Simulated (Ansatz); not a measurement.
Input:

Sn:
Space group Fd-3m, origin choice 1 (No. 227); a = 6.573 Å, b = 6.573 Å, c = 6.573 Å, α = 90.00°, β = 90.00°, γ = 90.00°

| atom | site | symmetry | x | y | z |
|---|---|---|---|---|---|
| Sn | 8a | -43m | 0.0000 | 0.0000 | 0.0000 |
(The calculation used a cell of 2 atoms; values per cell refer to that cell.)

This is the PBE+D3(BJ)-relaxed structure.

### Question
All from PBE+D3(BJ) in the plane-wave PAW code Ansatz, unless another level is named. Give the bulk modulus (Birch–Murnaghan fit).

### Answer
38.5 GPa.

### Question
And the elastic constants (relaxed ions, GPa)?

### Answer
C11 = 59.1, C12 = 30.1, C44 = 26.0.

This is a known low-temperature phase of the composition, computed here at zero pressure and temperature. The cell was relaxed with PBE+D3(BJ) under the symmetry of its start; whether a distortion lowers the energy is not shown. The pairwise dispersion correction was not fitted to metals. As this level gives no gap, shear constants depend on the k-mesh and smearing (Fermi–Dirac, 0.1 eV here). Spin–orbit coupling is left out wherever it is not named.

Potentials: the later of the program's two PAW sets.
